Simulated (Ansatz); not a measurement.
Computed with Ansatz, DFT PBE+D3(BJ), scalar-relativistic, plane waves, PAW. The final run on the 6-atom cell used 420 eV, a Γ-centred 12×12×1 mesh, 0.10 eV smearing and no spin polarisation.

Formation energies are uncorrected and refer to the elements' standard structures at the same level.

Task: Give a relaxed trial structure of a two-dimensional metal with formula TiTe2, with a formation energy near −0.62 eV/atom and about 2.0 Å² per atom, in a cell of 6 atoms. Its symmetry should be p-3m1 (No. 72).

Result: TiTe2, layer group p-3m1 (No. 72). This is a two-dimensional sheet: the third axis spans vacuum and isn't periodic. Ti at height 1.77 Å has 6 Te at 2.74–2.77 Å; Te at height 3.50 Å has 3 Ti at 2.74 Å; Te at height 0.00 Å has 3 Ti at 2.77 Å.

```cif
data_structure
_symmetry_space_group_name_H-M 'P 1'
_symmetry_Int_Tables_number 1
_cell_length_a 3.6851
_cell_length_b 3.6851
_cell_length_c 43.6411
_cell_angle_alpha 90.000
_cell_angle_beta 90.000
_cell_angle_gamma 120.000
_cell_volume 513.23
loop_
_atom_site_label
_atom_site_type_symbol
_atom_site_fract_x
_atom_site_fract_y
_atom_site_fract_z
_atom_site_occupancy
Ti1 Ti 0.00000 0.00000 0.20118 1
Ti2 Ti 0.00000 0.00000 0.34876 1
Te1 Te 0.66667 0.33333 0.24091 1
Te2 Te 0.33333 0.66667 0.16070 1
Te3 Te 0.33333 0.66667 0.30903 1
Te4 Te 0.66667 0.33333 0.38924 1
```

| Item | Value |
| --- | --- |
| Area per atom | 1.96 Å² |
| Thickness between the outermost nuclei | 9.97 Å |
| Formation energy | −0.62 eV/atom |
| Gap on the 12×12×1 mesh of the 6-atom cell | 0 eV (a metal) |

It was reached by relaxing an invented guess, and it needn't be the stable form of this composition. The answer needn't be unique; the calculation gave this one.

These runs have no spin–orbit coupling, which can matter for Te. A later test with randomly moved atoms came back to the same energy, though modes that don't fit the test's cell weren't probed.
